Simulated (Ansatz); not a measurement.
Given:

Ti:
```xyz
1
Lattice="-1.6230 1.6230 1.6230 1.6230 -1.6230 1.6230 1.6230 1.6230 -1.6230" Properties=species:S:1:pos:R:3 pbc="T T T"
Ti     0.0000     0.0000     0.0000
```

This is the r²SCAN+D4-relaxed structure.

Problem. All from r²SCAN+D4 (plane waves, PAW; program Ansatz), unless another level is named. Predict the bulk modulus (Birch–Murnaghan fit).

Solution. 112 GPa.

Problem. Next, the elastic constants (relaxed ions, GPa)?

Solution. C11 = 87.6, C12 = 125, C44 = 42.6.

Space group Im-3m (bcc (W type)). This is a known high-temperature phase of the composition, computed here at zero pressure and temperature. Symmetry was held in the r²SCAN+D4 relaxation. At this level the phase is mechanically unstable. No spin polarisation was allowed. The pairwise dispersion correction was not fitted to metals. As this level gives no gap, shear constants depend on the k-mesh and smearing (Fermi–Dirac, 0.1 eV here). On the denser mesh and wider smearing of the elastic run this cell carries a stress of 0.4 GPa.

Potentials: the later of the program's two PAW sets.
